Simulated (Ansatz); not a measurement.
Relaxed-ion elastic tensor of Os (hcp (Mg type), space group No. 194) in GPa (Voigt order), the program Ansatz at the PBEsol level (PAW); density 22.74 g/cm³, 13.89 Å³ per atom.

```tsv
	1	2	3	4	5	6
1	792	241	235	0.0	0.0	0.0
2	241	792	235	0.0	0.0	0.0
3	235	235	887	0.0	0.0	0.0
4	0.0	0.0	0.0	276	0.0	0.0
5	0.0	0.0	0.0	0.0	276	0.0
6	0.0	0.0	0.0	0.0	0.0	275
```

Is the crystal mechanically stable?

Yes: the smallest eigenvalue of C is 275 GPa.

Work out the Voigt, Reuss and Hill averages.

K_V = 433, K_R = 432, K_H = 432; G_V = 283, G_R = 282, G_H = 282 GPa.

Give Young's modulus, Poisson's ratio, Pugh's ratio and the universal anisotropy index.

E = 9KG/(3K + G) = 696 GPa; ν = 0.23; K/G = 1.53 (brittle by the Pugh limit of 1.75); A_U = 5G_V/G_R + K_V/K_R − 6 = 0.02.

Estimate the sound speeds and the Debye temperature.

v_l = √((K + 4G/3)/ρ) = 5960 m/s, v_t = √(G/ρ) = 3520 m/s, mean 3900 m/s; Θ = (h/k)(3n/4πV)^(1/3) v_m = 484 K.

Solve the Christoffel equation for the three sound speeds along x, y, z.

Eigenvalues of C_ijkl n_j n_l equal ρv². In km/s, slowest first: x 3.48, 3.49, 5.90; y 3.48, 3.49, 5.90; z 3.49, 3.49, 6.25.

How much does each axis shrink under pressure?

Linear compressibilities β_i = Σ_j S_ij (j = 1 to 3): x 0.81, y 0.81, z 0.70 per TPa.

Space group P6_3/mmc (hcp (Mg type)). Symmetry was held in the PBEsol relaxation. The run is not spin-polarised. As this level gives no gap, shear constants depend on the k-mesh and smearing (Fermi–Dirac, 0.1 eV here). Spin–orbit coupling is left out wherever it is not named.

Potentials: the later of the program's two PAW sets.
